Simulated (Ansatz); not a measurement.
**Y (Fm-3m), a film clamped to a substrate**

The calculation used DFT PBEsol, scalar-relativistic, plane waves, PAW in Ansatz. Cutoff 420 eV, Γ-centred 16×16×16 k-points, Gaussian smearing of 0.15 eV. No spin polarisation. Energies are free energies at this smearing, counted from the undisturbed cell; pressure is positive in compression.

The undisturbed cell (as given, not relaxed at this level; it stands at 0.2 GPa; this fcc form isn't the usual structure):

```
CELL_PARAMETERS angstrom
0.00000 2.48500 2.48500
2.48500 0.00000 2.48500
2.48500 2.48500 0.00000
ATOMIC_POSITIONS crystal
Y 0.00000 0.00000 0.00000
```

The cell (1 atom, V0 = 30.69 Å³) is strained by p along both x and y and by q along z, fractional coordinates fixed. τp = (1/V0) ∂E/∂p = (σxx + σyy)(1 + p)(1 + q) and τq = (1/V0) ∂E/∂q = σzz(1 + p)², with tension positive.

| p | q | ΔE (meV/atom) | τp (GPa) | τq (GPa) |
| --- | --- | --- | --- | --- |
| 0.000 | 0.000 | 0.00 | -0.39 | -0.19 |
| -0.040 | 0.000 | 34.21 | -8.84 | -2.95 |
| 0.040 | 0.000 | 23.91 | 6.37 | 2.22 |
| 0.000 | -0.040 | 11.42 | -3.16 | -2.84 |
| 0.000 | 0.040 | 7.74 | 2.00 | 2.17 |

Question: Get the second derivatives of the energy density.

Answer: Central differences give A = ∂τp/∂p = 190 GPa (C11 + C22 + 2 C12), C = ∂τq/∂q = 63 GPa (C33) and the cross term B = ∂τq/∂p = 65 GPa (C13 + C23); ∂τp/∂q = 64 GPa must equal B, and any difference shows higher-order terms. Steps this large leave an error of some per cent of A or C in all of these, which can swamp a small B. The ions are clamped. In a cubic crystal C11 = C = 63, C12 = B/2 = 32 GPa and A should be 2(C11 + C12) = 190 GPa; the bulk modulus is (C11 + 2 C12)/3 = 42 GPa.

Question: A film of this crystal grows with z along the normal on a substrate that imposes p. How does its thickness respond, and what does the misfit cost?

Answer: Count p and q from the stress-free cell. A free surface needs τq = 0, so q = −(B/C) p = -1.03 p. The energy density left is (A − B²/C) p²/2 = M p², with the biaxial modulus M = 62 GPa; a misfit of 1 % costs 1.18 meV/atom, against 1.82 meV/atom if the thickness were held.

In a metal these slopes depend on the k mesh and the smearing.